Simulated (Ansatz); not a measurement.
# EuCo2SiGe with hamiltonian.hubbard changed

Level of theory: r2SCAN, collinear spin, scalar-relativistic; Ansatz, plane waves to 500 eV (PAW set soft_2), k-mesh 4×4×2 shifted by half a step. These are the settings of the reference run.

Cell:

```
cell
1.0
     3.9255   -3.9255    0.0000
    -3.9255   -3.9255    0.0000
     0.0000    0.0000  -10.2891
Co Eu Ge Si
8 4 4 4
Direct
  0.7500 0.2500 0.2457
  0.2500 0.2500 0.7457
  0.2500 0.7500 0.2457
  0.7500 0.7500 0.7457
  0.2500 0.2500 0.2457
  0.7500 0.2500 0.7457
  0.7500 0.7500 0.2457
  0.2500 0.7500 0.7457
  0.0000 0.0000 0.0012
  0.5000 0.0000 0.5012
  0.5000 0.5000 0.0012
  0.0000 0.5000 0.5012
  0.0000 0.0000 0.3677
  0.5000 0.0000 0.8677
  0.5000 0.5000 0.3677
  0.0000 0.5000 0.8677
  0.0000 0.0000 0.6396
  0.5000 0.0000 0.1396
  0.5000 0.5000 0.6396
  0.0000 0.5000 0.1396
```

The reference run of this cell is solved again as a single point with these keys changed:

| key | reference run | changed run |
| --- | --- | --- |
| hamiltonian.hubbard | not typed | {sites: [{species: Co, l: d, u_eff: 8.0}], double_counting: fll} |

Q: How does the changed run end?

A: 

| quantity | reference run | changed run |
| --- | --- | --- |
| pressure (GPa) | 0.0 | 3.5 |
| largest force (eV/Å) | 0.01 | 0.39 |
| gap on the mesh (eV) | 0.00 | 0.00 |
| moment of the cell (μB) | 28.09 | 27.51 |

The Hamiltonian isn't the same, so energies aren't compared. It took 36 iterations.

Caveats: the reference run: 4f shell without a U, which puts 4f levels too near the Fermi level; the reference run: open f or d shells may hold a state above the lowest; a single point, atoms not relaxed again; a change of U can also leave the f or d shell in another state.
